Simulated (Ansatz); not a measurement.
Data:

MoP:
```cif
data_MoP
_chemical_formula_sum 'Mo1 P1'
_space_group_name_H-M_alt 'Pm-3m'
_space_group_IT_number 221
_space_group_name_Hall '-P 4 2 3'
_cell_length_a 3.00276
_cell_length_b 3.00276
_cell_length_c 3.00276
_cell_angle_alpha 90.000
_cell_angle_beta 90.000
_cell_angle_gamma 90.000
loop_
_atom_site_label
_atom_site_type_symbol
_atom_site_symmetry_multiplicity
_atom_site_Wyckoff_symbol
_atom_site_fract_x
_atom_site_fract_y
_atom_site_fract_z
_atom_site_occupancy
Mo1 Mo 1 a 0.00000 0.00000 0.00000 1
P1 P 1 b 0.50000 0.50000 0.50000 1
```

This is the PBE-relaxed structure.

Task: All from PBE in the plane-wave PAW code Ansatz, unless another level is named. Give the electronic character.

Result: metallic (no gap).

Task: Next, the formation energy from the elements (no fitted shifts)?

Result: -0.37 eV/atom.

Task: And the density of states at the Fermi level?

Result: 0.62 states/eV per atom (mean over ±0.08 eV).

A made-up cell: these elements were put on the sites of a structure type; neither database checked (COD, Materials Project) lists it. COD files the formula under space group No. 187, so this cell is another polymorph or a model. Its standing as an ambient phase is unchecked. Symmetry was held in the PBE relaxation; whether a distortion lowers the energy is not shown. The run is not spin-polarised. The references are the lowest solids computed at this level, not always the standard phases. Scalar-relativistic: spin–orbit coupling is off unless named, which matters more the heavier the elements.

Potentials: the later of the program's two PAW sets.
